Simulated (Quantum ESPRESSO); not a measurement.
# Convergence of NMR parameters in BaO

```xyz
2
Lattice="0.0000 2.7904 2.7904 2.7904 0.0000 2.7904 2.7904 2.7904 0.0000" Properties=species:S:1:pos:R:3 pbc="T T T"
Ba     0.0000     0.0000     0.0000
O      2.7904     2.7904     2.7904
```
The cell comes from the Materials Project (a computed structure). It is BaO in Fm-3m. Stability against distortions was not tested.

Method: σ by PBE GIPAW on JTH datasets (Quantum ESPRESSO, modified build). The cutoff rises from row to row, with the meshes as listed. Shieldings are absolute and leave out the bulk-susceptibility term; a larger σ means a smaller chemical shift. No spin–orbit coupling; Ba is the heaviest element present. Static lattice: thermal averaging is not included.

```tsv
setting	cutoff (Ha)	k-mesh
A	17.5	4×4×4 shifted
B	22.5	6×6×6 shifted
C	32.5	8×8×8 shifted
```

Problem. From which setting on does σ_iso Ba (ppm) stay within 2 of the tightest run?

Solution. From B on. Differences from the tightest run: A 9.0, B 0.5.

```csv
setting,cutoff (Ha),k-mesh,σ_iso Ba (ppm),σ_iso O (ppm),f-sum rule missed by (%)
A,17.5,4×4×4 shifted,4458.5,-456.4,0.19
B,22.5,6×6×6 shifted,4449.9,-458.5,0.01
C,32.5,8×8×8 shifted,4449.4,-458.3,0.00
```
